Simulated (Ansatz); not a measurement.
The relaxed structure here is a generated cell of SiNi: the first start was made by placing the elements on the sites of a structure type, and the end was not matched to a known phase here, so it may be hypothetical. Known forms of SiNi include space group No. 62.

One stationary structure of SiNi. Space group P6/mmm (No. 191), AFLOW prototype AB_hP6_191_f_ad (B35, as in CoSn). Level of theory: PBE (plane waves to 420 eV, PAW, scalar-relativistic; Ansatz, an electronic-structure program).

```cif
data_Ni3Si3
_chemical_formula_sum 'Ni3 Si3'
_space_group_name_H-M_alt 'P6/mmm'
_space_group_IT_number 191
_space_group_name_Hall '-P 6 2'
_cell_length_a 4.85400
_cell_length_b 4.85400
_cell_length_c 3.82277
_cell_angle_alpha 90.000
_cell_angle_beta 90.000
_cell_angle_gamma 120.000
loop_
_atom_site_label
_atom_site_type_symbol
_atom_site_symmetry_multiplicity
_atom_site_Wyckoff_symbol
_atom_site_fract_x
_atom_site_fract_y
_atom_site_fract_z
_atom_site_occupancy
Ni1 Ni 3 f 0.00000 0.50000 0.00000 1
Si1 Si 1 a 0.00000 0.00000 0.00000 1
Si2 Si 2 d 0.33333 0.66667 0.50000 1
```

Task: Estimate the magnetic moment that PBE returns for this input.

Result: Zero (the starting moments vanished).

No spin polarisation in the result: the starting moments vanished. A magnetic state may lie lower.

The run could not lose the symmetry of its start: the end is stationary, and may be a saddle point rather than a minimum.

All atoms sit on sites fixed by symmetry, so only the cell could relax.
